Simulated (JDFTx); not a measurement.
Al(100) slab cut from bulk Al (space group Fm-3m, indices of the conventional cell, lattice of the Materials Project entry mp-134, not re-optimised): 8 atoms in 4 planes, a c(2×2) cell of 16.31 Å² (|a| = 4.039, |b| = 4.039 Å), 6.2 Å between the outermost planes, cell height 25.1 Å, 6×6×1 k mesh, Fermi smearing 0.01 Ha, no spin polarisation.

Adsorbate: C on both faces at 0.50 monolayer, started bridge and relaxed in vacuum, keeping the symmetry of the start.

Computed with a modified build of JDFTx: RPBE, GBRV ultrasoft potentials made for PBE, plane waves to 20/100 Ha. The adsorption energy per C is [E(slab + 2 C) − E(slab)]/2 − (E(CH4) − 2 E(H2)), with the gas molecules relaxed at the same level and slab energies taken as (E + F)/2, the usual estimate of zero smearing. In reaction energies these potentials put H₂ about 0.03 eV too high against large-basis PBE. These are electronic energies without vibrational corrections. Reconstruction of the substrate beyond this cell is outside the model.

Question: Predict the adsorption energy and the geometry, and the change of the work function.

Answer: 4.53 eV. C sits 0.99 Å above the highest substrate atom, bound to 2 Al at 1.88 Å. The work function goes from 4.26 to 5.76 eV. In CANDLE, water, 1 M KCl, at zero charge, the adsorption energy is 4.51 eV and the potential of zero charge moves from -0.49 to 0.97 V vs SHE (4.44 V convention).
